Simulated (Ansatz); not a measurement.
**NaPtCl$_{3}$ (Pm-3m) at 2 levels of theory**

One geometry, relaxed with PBE; plane waves with PAW potentials in Ansatz, scalar-relativistic. No spin polarisation. Gaps are the least over mesh and band path; pressure is positive in compression.

```
Na Pt Cl
1.0
     4.93748    0.00000    0.00000
     0.00000    4.93748    0.00000
     0.00000    0.00000    4.93748
Na Pt Cl
1 1 3
Direct
  0.00000 0.00000 0.00000
  0.50000 0.50000 0.50000
  0.00000 0.50000 0.50000
  0.50000 0.50000 0.00000
  0.50000 0.00000 0.50000
```

```csv
level,cutoff (eV),k mesh,gap (eV),pressure (GPa)
PBE,420,8×8×8,0,0.0
```

Task: What comes out on the same cell with r2SCAN?

Result:
| level | cutoff (eV) | k mesh | gap (eV) | pressure (GPa) |
| --- | --- | --- | --- | --- |
| r2SCAN | 500 | 8×8×8 | 0 | -1.2 |

Spin-orbit coupling matters for the bands of heavy elements and is left out.

The cell was found from a structure generator's guess, not taken from experiment.
